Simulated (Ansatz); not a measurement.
ZnSe (zinc blende)

```
CELL_PARAMETERS angstrom
      0.00000     2.86651     2.86651
      2.86651     0.00000     2.86651
      2.86651     2.86651     0.00000
ATOMIC_POSITIONS crystal
  Se 0.75000 0.75000 0.75000
  Zn 0.00000 0.00000 0.00000
```

The slice is a {111} plane (indices of the conventional cell) through the point (0.750, 0.750, 0.750) (fractional), spanned by u = [100] and v = [-1 2 0] in vectors of this cell: u (4.05 Å) and v (7.02 Å, at 90° to u). It covers one period; positions are fractions (u, v).

Calculation: PBE (plane waves to 420 eV, PAW, scalar-relativistic; Ansatz, a first-principles code). k mesh 10×10×10. Inside the PAW spheres the values are not all-electron values, and peaks at nuclei hang on which shells count as valence. The PAW data are Ansatz's earlier set. ZnSe was relaxed with its symmetry unable to fall.

Task: Sketch the electrostatic potential energy of an electron, from the cell's mean on this plane as a map.

Result: 
```
v \ u   0.00  0.11  0.22  0.33  0.44  0.56  0.67  0.78  0.89
-----  -----  ----  ----  ----  ----  ----  ----  ----  ----
0.88       x     x   2.4   5.6   6.4   6.4   5.6   2.4     x
0.75   <-2.0   1.0   3.7   5.6   6.0   6.0   5.6   3.7   1.0
0.62       x     x   1.6  -1.3     x     x  -1.4   1.6     x
0.50     4.3   4.2  -0.7     x     x     x     x  -0.7   4.2
0.38     6.5   6.2   4.5  -1.1     x     x  -1.1   4.5   6.2
0.25     6.1   5.9   4.9   2.3  -1.3  -1.3   2.3   4.9   5.9
0.12       x     x   1.3   0.7     x     x   0.8   1.3     x
0.00       x     x     x   3.1   4.4   4.4   3.1     x     x
```

Values: electrostatic potential energy of an electron, from the cell's mean, in eV. Points within 1 Å of a nucleus are blanked (x), as the pseudised field means little there. Values under -2 eV are set to -2. The zero, the cell's mean, hangs on the PAW cores.
